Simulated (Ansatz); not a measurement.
Al₂Pt (fluorite or antifluorite type, space group No. 225), the program Ansatz at the LDA level (PAW), all energies at zero smearing, with the estimated change up to a 700 eV cutoff added, with one set of potentials and settings (totals compare only within such a set). Cell of 3 atoms (1 Pt, 2 Al): -13273.473 eV.

```json
[
 {"element": "Pt", "reference phase": "Fm-3m, 1 atoms in the cell", "E (eV/atom)": "-12244.9860"},
 {"element": "Al", "reference phase": "Fm-3m, 1 atoms in the cell", "E (eV/atom)": "-512.8755"}
]
```

Formation energy per atom, worked out: (-13273.473 − 1×(-12244.9860) − 2×(-512.8755))/3 = -0.912 eV/atom (-88 kJ per mol of atoms), at 0 K, without zero-point energy or fitted corrections.

Symmetry was held in the LDA relaxation; of distortions, only those at the zone centre were tested. The run is not spin-polarised. The references are the lowest solids computed at this level, not always the standard phases. Spin–orbit coupling is left out wherever it is not named.

Potentials: the later of the program's two PAW sets.
